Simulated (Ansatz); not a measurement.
## Step by step: SiPb, relaxation of cell and atoms

Computed with Ansatz 0.2.0, DFT, PBE, PAW with Ansatz's default frozen-core files, scalar-relativistic.

Command: `ansatz run input.yaml --threads 1 --pin off --max-ram 3072MiB --backend cpu --events-out ev --progress --plain --runs-dir out` The run took 84 s on 1 thread of Arm Neoverse V1 (shared host).

```yaml
crystal:
  lattice:
    - [4.5558582445, 0.0, 0.0]
    - [-2.2779291223, 3.9454889758, 0.0]
    - [0.0, 0.0, 7.4260489385]
  atoms:
    - { symbol: Pb, position: [0.3333333333, 0.6666666667, 0.0] }
    - { symbol: Pb, position: [0.6666666667, 0.3333333333, 0.5] }
    - { symbol: Si, position: [0.3333333333, 0.6666666667, 0.376] }
    - { symbol: Si, position: [0.6666666667, 0.3333333333, 0.876] }
kpoints:
  mp_grid: { grid: [10, 10, 6] }
scf:
  occupations: { method: fermi_dirac, width: 0.03 }
hamiltonian:
  xc: pbe
  pseudopotentials: { kind: paw }
output:
  forces: true
  stress: true
relax:
  f_tol: 0.005
  max_steps: 80
  cell: {}
```

Spin–orbit coupling is left out, though it moves levels of the heavy atoms by tenths of an eV or more.

The cell is built from the wurtzite type as a first guess.

The cutoff is 420 eV; energies and pressures of the walk include the program's estimate of the Pulay term.

Each frame lists the cell vectors (Å), then Cartesian positions (Å) and forces (eV/Å). Free energies count from the first step, -25082.4783 eV.

The walk took 6 evaluations in all; steps that aren't listed are left out.

Step 1: E = 0.0 meV, P = -2.63 GPa

```
cell 4.5559 0.0000 0.0000 -2.2779 3.9455 0.0000 0.0000 0.0000 7.4260
Pb    0.0000    2.6303    0.0000     0.000   0.000  -0.024
Pb    2.2779    1.3152    3.7130     0.000   0.000  -0.024
Si    0.0000    2.6303    2.7922     0.000   0.000   0.024
Si    2.2779    1.3152    6.5052     0.000   0.000   0.024
```

Step 2:

```
cell 4.3853 0.0000 0.0000 -2.1926 3.7977 0.0000 0.0000 0.0000 7.2197
Pb    0.0000    2.5318    0.0028
Pb    2.1926    1.2659    3.6127
Si    0.0000    2.5318    2.7117
Si    2.1926    1.2659    6.3216
```

Step 3: E = -88.6 meV, P = -0.18 GPa

```
cell 4.4357 0.0000 0.0000 -2.2179 3.8415 0.0000 0.0000 0.0000 7.2881
Pb    0.0000    2.5610    0.0041     0.000   0.000  -0.015
Pb    2.2179    1.2805    3.6481     0.000   0.000  -0.015
Si    0.0000    2.5610    2.7362     0.000   0.000   0.015
Si    2.2179    1.2805    6.3802     0.000   0.000   0.015
```

Step 4: E = -89.0 meV, P = -0.01 GPa

```
cell 4.4307 0.0000 0.0000 -2.2153 3.8371 0.0000 0.0000 0.0000 7.2754
Pb    0.0000    2.5580    0.0024     0.000   0.000   0.006
Pb    2.2153    1.2790    3.6401     0.000   0.000   0.006
Si    0.0000    2.5580    2.7331     0.000   0.000  -0.006
Si    2.2153    1.2790    6.3708     0.000   0.000  -0.006
```

Question: Give the energy and forces of step 2.

Answer: E = -76.3 meV, P = 1.24 GPa
```
Pb    0.0000    2.5318    0.0028     0.000   0.000   0.029
Pb    2.1926    1.2659    3.6127     0.000   0.000   0.029
Si    0.0000    2.5318    2.7117     0.000   0.000  -0.029
Si    2.1926    1.2659    6.3216     0.000   0.000  -0.029
```

Question: How does the relaxation end?

Answer: It converges, with a = 4.429 Å, b = 4.429 Å, c = 7.278 Å, α = 90.00°, β = 90.00°, γ = 120.00° (conventional cell, space group P6_3mc). The last solve (on a basis chosen afresh for the final cell, so its energy is not quite comparable) gives E = -88.2 meV, P = 0.00 GPa:
```
cell 4.4288 0.0000 0.0000 -2.2144 3.8355 0.0000 0.0000 0.0000 7.2784
Pb    0.0000    2.5570    0.0034     0.000   0.000  -0.002
Pb    2.2144    1.2785    3.6426     0.000   0.000  -0.002
Si    0.0000    2.5570    2.7333     0.000   0.000   0.002
Si    2.2144    1.2785    6.3725     0.000   0.000   0.002
```
